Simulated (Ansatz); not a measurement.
W₃N₄:
```
W3N4
1.0
    4.21530     0.00000     0.00000
    0.00000     4.21530     0.00000
    0.00000     0.00000     4.21530
N W
4 3
Cartesian
  2.10765   2.10765   2.10765
  2.10765   0.00000   0.00000
  0.00000   2.10765   0.00000
  0.00000   0.00000   2.10765
  2.10765   2.10765   0.00000
  0.00000   2.10765   2.10765
  2.10765   0.00000   2.10765
```

Relaxed with PBE. Special points in fractions of this cell's reciprocal vectors: Γ (0.000, 0.000, 0.000); X (0.000, 0.500, 0.000); M (0.500, 0.500, 0.000); R (0.500, 0.500, 0.500).

List the band energies nearest the Fermi level at these points for DFT-PBE with spin–orbit coupling in the program Ansatz with PAW potentials.

In eV from the Fermi level; about four levels below and three above (degenerate sets whole), none deeper than 8.9 eV; … stands for higher levels left out; points with the same levels are listed once.

```json
[
 {"k": "Γ", "below": "-0.02 -0.02 -0.02 -0.02", "above": "1.57 1.57 …"},
 {"k": "X", "below": "-3.08 -3.08 -1.49 -1.49", "above": "0.01 0.01 0.13 0.13"},
 {"k": "M", "below": "-1.28 -1.28 -0.40 -0.40", "above": "0.30 0.30 0.51 0.51"},
 {"k": "R", "below": "-2.60 -2.60 -2.60 -2.60", "above": "1.15 1.15 1.15 1.15"}
]
```

Space group Pm-3m. The workflow started from an entry of the Crystallography Open Database (COD). Whether it is the stable phase at ambient conditions was not checked. The cell was relaxed with PBE under the symmetry of its start; its stability against distortions is not shown here. No spin polarisation was allowed.

Potentials: the later of the program's two PAW sets.
